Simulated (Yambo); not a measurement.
SiO$_{2}$ (space group P2_1, No. 4), G0W0@PBEsol in Yambo with this input:

```
rim_cut
gw0
dyson
el_el_corr
HF_and_locXC
ppa
em1d
RandQpts= 1000000
RandGvec= 1 Ry
EXXRLvcs= 84 Ry
VXCRLvcs= 336 Ry
Chimod= "HARTREE"
% BndsRnXp
 1 | 257 |
%
NGsBlkXp= 7 Ry
% LongDrXp
 1.0 | 1.0 | 1.0 |
%
PPAPntXp= 27.2114 eV
% GbndRnge
 1 | 257 |
%
GTermKind= "BG"
DysSolver= "n"
ExtendOut
```

On a 2×1×2 mesh, with wavefunctions cut at 84 Ry, the gap (Γ → Γ) is 8.611 eV and the valence edge shifts by -1.808 eV.

### Question
What happens with this change: no random integration?

### Answer
The gap falls by 0.190 eV, to 8.421 eV; the shift of the valence edge becomes -1.477 eV. Neither run is shown to be the converged limit.

Geometry of the Materials Project entry, not relaxed at this level; primitive cell a = 4.9308 Å, b = 8.1797 Å, c = 5.0051 Å, α = γ = 90.00°, β = 118.37°.

This is not the ordinary phase of the substance; no match was found in the copy of COD used, and its stability was not checked.

A shift is the quasiparticle energy of the state minus its PBEsol energy.
